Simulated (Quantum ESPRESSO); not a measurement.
Band energies of GaSb

```
CELL_PARAMETERS angstrom
      0.00000     3.05699     3.05699
      3.05699     0.00000     3.05699
      3.05699     3.05699     0.00000
ATOMIC_POSITIONS crystal
  Ga 0.00000 0.00000 0.00000
  Sb 0.25000 0.25000 0.25000
```

PBE (Quantum ESPRESSO, PseudoDojo norm-conserving, 80 Ry, no spin-orbit coupling); path ΓXWKΓLUWLK,UX; energies in eV from the Fermi level.

```
k (1/Å)  point  band 10  band 11  band 12  band 13  band 14  band 15  band 16  band 17
-------  -----  -------  -------  -------  -------  -------  -------  -------  -------
0.00         Γ   -15.02   -11.54    -0.04    -0.04    -0.04     0.00     2.75     2.75
0.57             -15.02   -10.51    -4.52    -1.89    -1.89     1.10     2.51     5.91
1.03         X   -15.02    -9.08    -6.85    -2.62    -2.62     0.87     1.22     8.69
1.16             -15.02    -9.08    -6.83    -2.76    -2.71     1.16     1.47     8.14
1.54         W   -15.02    -9.04    -6.72    -3.39    -3.17     3.65     4.29     4.38
1.78             -15.02    -9.13    -6.68    -3.61    -2.47     1.80     3.88     6.08
1.90         K   -15.02    -9.15    -6.67    -3.65    -2.23     1.37     3.85     6.59
2.30             -15.02   -10.14    -5.40    -3.11    -1.17     1.98     4.41     4.56
2.80             -15.02   -11.41    -1.75    -0.55    -0.13     1.15     2.88     2.91
2.99         Γ   -15.02   -11.54    -0.04    -0.04    -0.04     0.00     2.75     2.75
3.29             -15.02   -11.25    -2.75    -0.45    -0.45     0.98     3.29     3.29
3.79             -15.02   -10.00    -6.25    -1.17    -1.17     0.39     3.73     3.73
3.88         L   -15.02    -9.91    -6.41    -1.20    -1.20     0.37     3.72     3.72
4.30             -15.02    -9.46    -6.42    -3.43    -1.88     1.65     4.55     5.51
4.51         U   -15.02    -9.15    -6.67    -3.65    -2.23     1.37     3.85     6.59
4.88         W   -15.02    -9.04    -6.72    -3.39    -3.17     3.65     4.29     4.38
5.33             -15.02    -9.70    -6.37    -2.67    -1.63     1.81     3.40     4.71
5.60         L   -15.02    -9.91    -6.41    -1.20    -1.20     0.37     3.72     3.72
5.78             -15.02    -9.82    -6.39    -2.09    -1.37     1.23     3.55     4.11
6.23         K   -15.02    -9.15    -6.67    -3.65    -2.23     1.37     3.85     6.59
6.23         U   -15.02    -9.15    -6.67    -3.65    -2.23     1.37     3.85     6.59
6.60         X   -15.02    -9.08    -6.85    -2.62    -2.62     0.87     1.22     8.69
```

Along the path the PBE gap is only about 0.04 eV, below what this setup resolves reliably; no G0W0 run was built on it. Semilocal functionals shrink small gaps, and the order of the bands at the edge may be inverted.

Spin-orbit coupling is left out, which matters for elements this heavy: edges can move by tenths of an eV.

Geometry relaxed with PBEsol.
